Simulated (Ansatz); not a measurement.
## Na₃TeF (Pm-3m) at 3 levels of theory

One geometry, relaxed with PBE; plane waves with PAW potentials in Ansatz, scalar-relativistic. No spin polarisation. Gaps are the least over mesh and band path; pressure is positive in compression, and isn't given for hybrids.

```xyz
5
Lattice="4.7326 0.0000 0.0000 0.0000 4.7326 0.0000 0.0000 0.0000 4.7326" Properties=species:S:1:pos:R:3 pbc="T T T"
Na    2.3663    0.0000    0.0000
Na    0.0000    2.3663    0.0000
Na    0.0000    0.0000    2.3663
Te    2.3663    2.3663    2.3663
F     0.0000    0.0000    0.0000
```

| level | cutoff (eV) | k mesh | gap (eV) | pressure (GPa) |
| --- | --- | --- | --- | --- |
| PBE | 420 | 6×6×6 | 2.10 | 0.0 |
| r2SCAN | 500 | 6×6×6 | 2.83 | -1.2 |
| HSE06 | 420 | 4×4×4 | 3.00 | - |

Spin-orbit coupling matters for the bands of heavy elements and is left out.

It was reached by relaxing an invented guess, and it needn't be the stable form of this composition.
